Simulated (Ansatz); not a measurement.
In₂Se₃:
```
CELL_PARAMETERS angstrom
      3.91239     0.00000     0.00000
     -1.95620     3.38823     0.00000
      0.00000     0.00000     9.79805
ATOMIC_POSITIONS crystal
  In 0.00000 0.00000 0.42651
  In 0.00000 0.00000 0.82511
  Se 0.66667 0.33333 0.61593
  Se 0.33333 0.66667 0.28674
  Se 0.66667 0.33333 0.97071
```

Relaxed with r²SCAN+D4. Special points in fractions of this cell's reciprocal vectors: Γ (0.000, 0.000, 0.000); M (0.500, 0.000, 0.000); K (0.333, 0.333, 0.000); A (0.000, 0.000, 0.500); L (0.500, 0.000, 0.500); H (0.333, 0.333, 0.500).

### Question
List the band energies nearest the valence-band maximum at these points for plane-wave PAW r²SCAN+D4 (Ansatz code).

### Answer
In eV from the valence-band maximum; about four levels below and three above (degenerate sets whole), none deeper than 8.9 eV; points with the same levels are listed once.

| k | below | above |
|---|---|---|
| Γ | -0.41 -0.41 -0.33 -0.10 -0.10 | 0.78 3.31 4.05 |
| M | -1.81 -1.39 -0.67 -0.59 | 0.64 2.26 3.73 |
| K | -2.96 -1.95 -0.82 -0.69 | 0.96 3.32 3.42 |
| A | -0.29 -0.29 -0.20 -0.20 | 1.76 2.80 4.13 |
| L | -1.94 -1.64 -0.52 -0.41 | 1.09 1.96 4.00 |
| H | -2.62 -2.50 -1.28 -0.06 | 0.52 3.92 3.99 |

Space group P3m1. The start of the workflow was typed in or built on a structure type; neither database checked (COD, Materials Project) lists it. COD files the formula under space group No. 160, 166, 169, 170. Its standing as an ambient phase is unchecked. The r²SCAN+D4 relaxation kept the symmetry of its start; its stability against distortions is not shown here. Spin–orbit coupling is left out wherever it is not named.

Potentials: the earlier of the program's two PAW sets.
